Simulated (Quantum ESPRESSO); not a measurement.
# Strain and stress in Ga8P7As

These are calculations, not measurements. They come from pw.x of Quantum ESPRESSO 7.5, a plane-wave density functional program, with PseudoDojo standard norm-conserving files (v0.5 for PBE, v0.4.1 for LDA and PBEsol). The cells are made up: elements, strain and atom displacements were drawn at random, and nothing was relaxed. There is no spin polarisation, spin-orbit coupling or dispersion term.

The cell has 16 sites of a zincblende or diamond lattice (two cubes along c). Sites 1 to 8 hold Ga Ga Ga Ga Ga Ga Ga Ga; sites 9 to 16 hold P P P As P P P P. Cell vectors in Å: (5.610, -0.007, 0.006); (-0.007, 5.618, 0.029); (0.012, 0.057, 11.096). Settings: PBE, cutoff 1143 eV, 4 x 4 x 2 k mesh shifted by half a step, Fermi-Dirac smearing of 0.025 eV.

Each run adds a strain along z to one cell, with the atoms carried along; the vectors above are those of run 3. Stress is positive in tension and P is minus a third of its trace. E is the free energy for each atom above the lowest run shown. The last column is band 78 less band 77 at Gamma, from a band step after each run.

```
run  strain (%)  s_xx (GPa)  s_yy (GPa)  s_zz (GPa)  s_xy (GPa)  P (GPa)  E (meV/atom)  level step at Gamma (eV)
  1       -1.82        0.54        1.12       -0.84       -0.26    -0.27          0.36                     1.035
  2       -0.75        1.08        1.63        0.36       -0.24    -1.02          0.00                     0.975
  4        0.75        1.75        2.27        1.99       -0.22    -2.00          2.39                     0.883
  5        1.32        1.99        2.49        2.59       -0.21    -2.35          4.18                     0.845
  6        1.73        2.15        2.64        3.02       -0.21    -2.60          5.75                     0.817
  7        2.44        2.41        2.88        3.75       -0.20    -3.02          9.03                     0.767
  3       -0.33           ?           ?           ?           ?        ?             ?                         ?
```

A rerun of one of these cells at 1437 eV and k mesh 6 x 6 x 4 moved values by no more than 0.022 eV in the cell's energy, 0.02 GPa in stress and 0.003 eV/Å in force.

## Worked fit

A parabola through the six runs shown gives s_zz = 1.18 + 1.09 e - 0.014 e² GPa, with e in per cent and a scatter of 0.01 GPa. The slope is a stiffness of 109 ± 1 GPa for each unit of this strain at e = 0. The atoms are clamped, and relaxing them would in general lower it. The error is the larger of the fit's own and the change that a cubic makes, rounded up.

## Withheld run

Question: what s_zz should run 3 give?

The fit gives 0.82 GPa. The calculation gave 0.82 GPa.

| run | strain (%) | s_xx (GPa) | s_yy (GPa) | s_zz (GPa) | s_xy (GPa) | P (GPa) | E (meV/atom) | level step at Gamma (eV) |
| --- | --- | --- | --- | --- | --- | --- | --- | --- |
| 3 | -0.33 | 1.28 | 1.82 | 0.82 | -0.24 | -1.30 | 0.32 | 0.950 |